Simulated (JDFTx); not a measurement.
An input for a modified build of JDFTx (ScAl3(100), linear PCM (GLSSA13), water, 2 M NaCl; bohr, hartree) and the course of its log:

```
lattice \
  7.7248413495 0.0000000000 0.0000000000 \
  0.0000000000 7.7248413495 0.0000000000 \
  0.0000000000 0.0000000000 37.9834951050
coords-type Lattice
ion Al 0.5000000000 0.5000000000 -0.0992775545 0
ion Al 0.0000000000 0.5000000000 0.0000000000 0
ion Al 0.5000000000 0.0000000000 0.0000000000 0
ion Al 0.5000000000 0.5000000000 0.0992775545 0
ion Sc 0.0000000000 0.0000000000 -0.1044126928 0
ion Sc 0.0000000000 0.0000000000 0.1044126928 0
ion-species pseudo/al_pbe_v1.upf
ion-species pseudo/sc_pbe_v1.upf
elec-cutoff 20 100
elec-ex-corr gga-PBE
coulomb-interaction Slab 001
coulomb-truncation-embed 0 0 0
kpoint-folding 6 6 1
elec-smearing Fermi 0.01
elec-n-bands 28
target-mu -0.038219
electronic-scf nIterations 100 energyDiffThreshold 1e-07
fluid LinearPCM
pcm-variant GLSSA13
fluid-solvent H2O
fluid-cation Na+ 2
fluid-anion Cl- 2
fluid-minimize nIterations 400 knormThreshold 1e-11
wavefunction read f0.wfns
elec-initial-eigenvals f0.eigenvals
elec-initial-fillings read f0.fillings
fluid-initial-state f0.fluidState
dump-name f0_u0.$VAR
dump End State Ecomponents EigStats BandEigs Forces ElecDensity IonicPositions Fillings Kpoints Dtot FluidDebug BoundCharge FluidDensity
```

```
[one cycle in 5 is shown, and the last three; fluid-solver lines are left out]
	FillingsUpdate:  mu: -0.038219000  nElectrons: 37.391896
SCF: Cycle:  0   G: -99.154946655591004   dG: +1.698e+00   |Residual|: 1.737e-01   |deigs|: 3.005e-05
	FillingsUpdate:  mu: -0.038219000  nElectrons: 34.717646
SCF: Cycle:  5   G: -100.836828011428452   dG: -2.498e-02   |Residual|: 2.197e-02   |deigs|: 5.040e-03
	FillingsUpdate:  mu: -0.038219000  nElectrons: 34.369981
SCF: Cycle: 10   G: -100.860404557414057   dG: -5.696e-03   |Residual|: 3.615e-03   |deigs|: 1.499e-03
	FillingsUpdate:  mu: -0.038219000  nElectrons: 34.327437
SCF: Cycle: 15   G: -100.859678265213006   dG: -5.618e-03   |Residual|: 7.907e-03   |deigs|: 1.741e-03
	FillingsUpdate:  mu: -0.038219000  nElectrons: 34.257248
SCF: Cycle: 20   G: -100.857638885673097   dG: +2.107e-03   |Residual|: 8.600e-03   |deigs|: 1.772e-03
	FillingsUpdate:  mu: -0.038219000  nElectrons: 34.294140
SCF: Cycle: 25   G: -100.858733768108394   dG: -7.534e-04   |Residual|: 6.106e-03   |deigs|: 4.087e-04
	FillingsUpdate:  mu: -0.038219000  nElectrons: 34.397317
SCF: Cycle: 30   G: -100.860730242143617   dG: -9.862e-05   |Residual|: 2.326e-03   |deigs|: 4.558e-04
	FillingsUpdate:  mu: -0.038219000  nElectrons: 34.392163
SCF: Cycle: 35   G: -100.860477513605886   dG: +5.922e-06   |Residual|: 2.552e-03   |deigs|: 2.193e-05
	FillingsUpdate:  mu: -0.038219000  nElectrons: 34.353580
SCF: Cycle: 40   G: -100.859990631265589   dG: +4.759e-03   |Residual|: 3.700e-03   |deigs|: 5.633e-03
	FillingsUpdate:  mu: -0.038219000  nElectrons: 34.373007
SCF: Cycle: 45   G: -100.860286609774633   dG: -6.656e-04   |Residual|: 2.623e-03   |deigs|: 1.201e-03
	FillingsUpdate:  mu: -0.038219000  nElectrons: 34.526335
SCF: Cycle: 50   G: -100.863555823792581   dG: -1.976e-03   |Residual|: 4.412e-03   |deigs|: 2.360e-03
	FillingsUpdate:  mu: -0.038219000  nElectrons: 34.338856
SCF: Cycle: 55   G: -100.859696541242300   dG: +5.722e-06   |Residual|: 4.221e-03   |deigs|: 7.109e-05
	FillingsUpdate:  mu: -0.038219000  nElectrons: 34.395581
SCF: Cycle: 60   G: -100.860632200041664   dG: +3.249e-04   |Residual|: 2.355e-03   |deigs|: 7.415e-04
	FillingsUpdate:  mu: -0.038219000  nElectrons: 34.348906
SCF: Cycle: 65   G: -100.859876598613141   dG: +5.532e-04   |Residual|: 3.756e-03   |deigs|: 1.103e-03
	FillingsUpdate:  mu: -0.038219000  nElectrons: 34.340605
SCF: Cycle: 70   G: -100.859738344201048   dG: -4.710e-04   |Residual|: 4.089e-03   |deigs|: 5.184e-04
	FillingsUpdate:  mu: -0.038219000  nElectrons: 34.422729
SCF: Cycle: 75   G: -100.861164173270978   dG: +9.192e-04   |Residual|: 2.615e-03   |deigs|: 1.460e-03
	FillingsUpdate:  mu: -0.038219000  nElectrons: 34.283711
SCF: Cycle: 80   G: -100.858462548685537   dG: +1.989e-04   |Residual|: 6.938e-03   |deigs|: 1.131e-04
	FillingsUpdate:  mu: -0.038219000  nElectrons: 34.366624
SCF: Cycle: 85   G: -100.860179941501400   dG: +5.402e-03   |Residual|: 3.073e-03   |deigs|: 5.948e-03
	FillingsUpdate:  mu: -0.038219000  nElectrons: 34.578923
SCF: Cycle: 90   G: -100.864807489805926   dG: -3.661e-03   |Residual|: 7.061e-03   |deigs|: 4.005e-03
	FillingsUpdate:  mu: -0.038219000  nElectrons: 34.466756
SCF: Cycle: 95   G: -100.862022828548561   dG: -2.029e-03   |Residual|: 3.421e-03   |deigs|: 3.894e-03
	FillingsUpdate:  mu: -0.038219000  nElectrons: 34.330297
SCF: Cycle: 97   G: -100.859549075760626   dG: +3.094e-03   |Residual|: 5.384e-03   |deigs|: 5.200e-03
	FillingsUpdate:  mu: -0.038219000  nElectrons: 34.336294
SCF: Cycle: 98   G: -100.859654206240648   dG: -1.051e-04   |Residual|: 4.733e-03   |deigs|: 2.788e-04
	FillingsUpdate:  mu: -0.038219000  nElectrons: 34.380257
SCF: Cycle: 99   G: -100.860317215164400   dG: -6.630e-04   |Residual|: 3.494e-03   |deigs|: 1.075e-03
SCF: None of the convergence criteria satisfied after 100 iterations.
IonicMinimize: Iter:   0  G: -100.860317215164400  |grad|_K:  0.000e+00
IonicMinimize: Converged (|grad|_K<1.000000e-04).
```

This run gave no converged result. The electronic loop ended without meeting its threshold, so the last energy, electron count and forces aren't results.
